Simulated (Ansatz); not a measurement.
The guess for AlB₂P₃ was made by a generator: random cell by space group and Wyckoff sites (P4/mmm, No. 123). Its size is a rough estimate.

```
Al B P
1.0
     4.51544    0.00000    0.00000
     0.00000    4.51544    0.00000
     0.00000    0.00000    4.99706
Al B P
1 2 3
Direct
  0.50000 0.50000 0.00000
  0.00000 0.50000 0.00000
  0.50000 0.00000 0.00000
  0.00000 0.50000 0.50000
  0.50000 0.00000 0.50000
  0.50000 0.50000 0.50000
```

Method: DFT PBE, scalar-relativistic, plane waves, PAW (Ansatz). Cutoff 420 eV, Gaussian smearing, Γ-centred meshes. Cell and atoms relax first on a coarse mesh and then on a finer one. In between, the cell is made exact in the group found at 0.06 Å. In metals the finer mesh still leaves noise of several meV/atom or more. The steps can't lower the symmetry of their start. No spin polarisation.

A guess keeps its type if space group and coordination stay and the shape of the cell changes little (axis ratios within about 15 %, angles within 6°); the volume may change.

Q: Will the relaxed cell still be of the starting type?

A: It keeps its type. The symmetry stays P4/mmm (No. 123). The volume per atom shrinks by 6.7 %, from 17.0 to 15.8 Å³. The shortest distance goes from 2.26 Å (Al–B and P–P) to 2.24 Å (Al–P and B–P). The ratio c/a of the conventional cell changes by a factor of 0.88. Counting neighbours within 15 % of an atom's shortest distance, the start has Al 6, B 4, P 4/6 and the end Al 6, B 4, P 4/6.

Energies over the elements count from the elements' standard structures at the same level, with no fitted energy shifts. The references include black phosphorus.

Q: At what energy does it end?

A: +1.05 eV/atom. The separate elements lie lower, so it is unstable against them.

The last run used an 8×8×8 mesh for its 6-atom cell and Gaussian smearing of 0.10 eV. The reference form of P is held partly by dispersion forces, which this level lacks. Symmetry constrained the relaxation, so the result can be a saddle point. Another cell of AlB2P3 relaxed alike, in P4mm, lies 0.50 eV/atom lower, so this cell isn't the stable form at this level.

In counts of neighbours, a slash parts the counts of unlike sites.
